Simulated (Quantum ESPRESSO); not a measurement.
pw.x input (Quantum ESPRESSO 7.5; PBE, PseudoDojo standard norm-conserving files, scalar-relativistic):

```
&CONTROL
  calculation = 'scf'
  pseudo_dir = './pseudo'
  outdir = './out'
  tprnfor = .true.
  tstress = .true.
/
&SYSTEM
  ibrav = 0
  nat = 2
  ntyp = 2
  ecutwfc = 84.0
  ecutrho = 336.0
  occupations = 'smearing'
  smearing = 'fd'
  degauss = 0.002
  nbnd = 17
/
&ELECTRONS
  conv_thr = 2e-10
/
ATOMIC_SPECIES
Mg 24.3050 Mg.upf
Te 127.6000 Te.upf
CELL_PARAMETERS angstrom
  0.000000000000   3.219291397000   3.219291397000
  3.219291397000   0.000000000000   3.219291397000
  3.219291397000   3.219291397000   0.000000000000
ATOMIC_POSITIONS crystal
Mg   0.000000000000   0.000000000000   0.000000000000
Te   0.250000000000   0.250000000000   0.250000000000
K_POINTS automatic
8 8 8 0 0 0
```

End of the output:

```
     total energy              =    -328.49260586 Ry
     estimated scf accuracy    <       0.00000017 Ry
     total energy              =    -328.49260596 Ry
     estimated scf accuracy    <          8.1E-09 Ry
     total energy              =    -328.49260597 Ry
     estimated scf accuracy    <          2.9E-09 Ry
[...]
     the Fermi energy is     6.4958 ev
!    total energy              =    -328.49260597 Ry
     estimated scf accuracy    <          1.3E-11 Ry
     smearing contrib. (-TS)   =      -0.00000000 Ry
     internal energy E=F+TS    =    -328.49260597 Ry
     The total energy is F=E-TS. E is the sum of the following terms:
     one-electron contribution =    -218.48621236 Ry
     hartree contribution      =     110.25286889 Ry
     xc contribution           =     -65.01919809 Ry
     ewald contribution        =    -155.24006440 Ry
     convergence has been achieved in   8 iterations
     Forces acting on atoms (cartesian axes, Ry/au):
     atom    1 type  1   force =     0.00000000    0.00000000    0.00000000
     atom    2 type  2   force =     0.00000000    0.00000000    0.00000000
     Total force =     0.000000     Total SCF correction =     0.000000
     Computing stress (Cartesian axis) and pressure
          total   stress  (Ry/bohr**3)                   (kbar)     P=       11.82
   0.00008035   0.00000000   0.00000000           11.82        0.00        0.00
   0.00000000   0.00008035   0.00000000            0.00       11.82        0.00
   0.00000000   0.00000000   0.00008035            0.00        0.00       11.82
```
In a gapped system the printed Fermi energy is only some level inside the gap.

Spin-orbit coupling is not included.

Geometry relaxed with PBEsol.
